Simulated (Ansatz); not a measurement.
La2O3:
```
La2O3
1.0
    3.93521     0.00000     0.00000
   -1.96760     3.40799     0.00000
    0.00000     0.00000     6.12641
La O
2 3
Direct
  0.33333   0.66667   0.24613
  0.66667   0.33333   0.75387
  0.00000   0.00000   0.00000
  0.33333   0.66667   0.64612
  0.66667   0.33333   0.35388
```

Relaxed with r²SCAN. Special points in fractions of this cell's reciprocal vectors: Γ (0.000, 0.000, 0.000); M (0.500, 0.000, 0.000); K (0.333, 0.333, 0.000); A (0.000, 0.000, 0.500); L (0.500, 0.000, 0.500); H (0.333, 0.333, 0.500).

Question: List the band energies nearest the valence-band maximum at these points for r²SCAN (plane waves, PAW; program Ansatz).

Answer: In eV from the valence-band maximum; about four levels below and three above (degenerate sets whole), none deeper than 8.9 eV; points with the same levels are listed once.

```
k                    below                above
-  -----------------------  -------------------
Γ  -1.65 -0.38 -0.38 -0.12       4.75 5.09 5.09
M  -0.74 -0.68 -0.42 -0.30       4.28 5.21 5.72
K  -0.82 -0.82 -0.80 -0.12       4.23 5.26 5.26
A  -1.00 -0.77 -0.29 -0.29       5.18 5.23 5.23
L   -0.96 -0.70 -0.37 0.00       4.89 5.05 5.64
H  -0.56 -0.28 -0.28 -0.24  4.64 5.32 5.47 5.47
```

Space group P-3m1 (La2O3 or Ni2Al3 type). The cell was relaxed with r²SCAN under the symmetry of its start; phonons on a q-mesh show no instability. Scalar-relativistic: spin–orbit coupling is off unless named, which matters more the heavier the elements.

Potentials: the later of the program's two PAW sets.
